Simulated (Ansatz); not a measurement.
Pt (Im-3m), stationary points along a deformation path

These are results of Ansatz 0.2.0, DFT PBEsol, scalar-relativistic, plane waves, PAW, not measurements. The runs took a 420 eV cutoff, a Γ-centred 24×24×24 mesh and Gaussian smearing (0.15 eV). Spin–orbit coupling is left out, which can shift energies with elements as heavy as these. No spin polarisation. Energies are free energies at this smearing, counted from the undisturbed cell; pressure is positive in compression.

The undisturbed cell (as given, not relaxed at this level; it stands at -10.9 GPa; this bcc form isn't the usual structure):

```
CELL_PARAMETERS angstrom
-1.58422 1.58422 1.58422
1.58422 -1.58422 1.58422
1.58422 1.58422 -1.58422
ATOMIC_POSITIONS crystal
Pt 0.00000 0.00000 0.00000
```

At fixed volume and fractional coordinates, lengths along (0.577, 0.577, 0.577) are scaled against those across it; ρ is that ratio over its starting value. V = 15.904 Å³/atom. Δσ is the stress along the axis less the mean stress across it (compression positive).

| ρ | ΔE (meV/atom) | Δσ (GPa) | space group |
| --- | --- | --- | --- |
| 0.500 | 13399.2 | 1034.10 | R-3m |
| 0.600 | 5069.4 | 438.66 | R-3m |
| 0.710 | 1708.0 | 184.18 | R-3m |
| 0.850 | 324.0 | 64.89 | R-3m |
| 0.930 | 56.8 | 25.47 | R-3m |
| 1.000 | 0.0 | 0.00 | Im-3m |
| 1.080 | 44.1 | -15.53 | R-3m |
| 1.200 | 183.4 | -21.39 | R-3m |
| 1.410 | 394.6 | -15.28 | R-3m |
| 1.700 | 487.5 | -2.24 | R-3m |
| 2.000 | 494.7 | 0.00 | Pm-3m |

Question: How does the stress give the slope of the energy, and where is the energy stationary?

Answer: Along the path d ln(length) is 2/3 d ln ρ on the axis and −1/3 d ln ρ across it, so dE/d ln ρ = −(2/3) V Δσ: the energy falls with ρ where Δσ is positive. Δσ vanishes or changes sign at ρ = 1.000 (Im-3m), a minimum at 0.0 meV/atom; at ρ = 2.000 (Pm-3m, an end of the scan), at 494.7 meV/atom. Pairs of stationary points between two samples would go unseen, and could change a minimum read from distant neighbours into a maximum. At ρ = 1.000, 2.000 the cell is cubic, where symmetry alone makes the stress isotropic and the slope zero.

Question: Which shear constant sets the curvature at ρ = 1?

Answer: For a cubic crystal E/V = (2/3) C (ln ρ)² with C = C44, so Δσ = −2C ln ρ. The parabola of Δσ against ln ρ through ρ = 0.930, 1 and 1.080 gives C ≈ 139 GPa with the ions clamped, rough because the steps are large. It is the stress–strain coefficient at this cell's pressure of -10.9 GPa, not the zero-pressure constant.

In a metal these slopes depend on the k mesh and the smearing.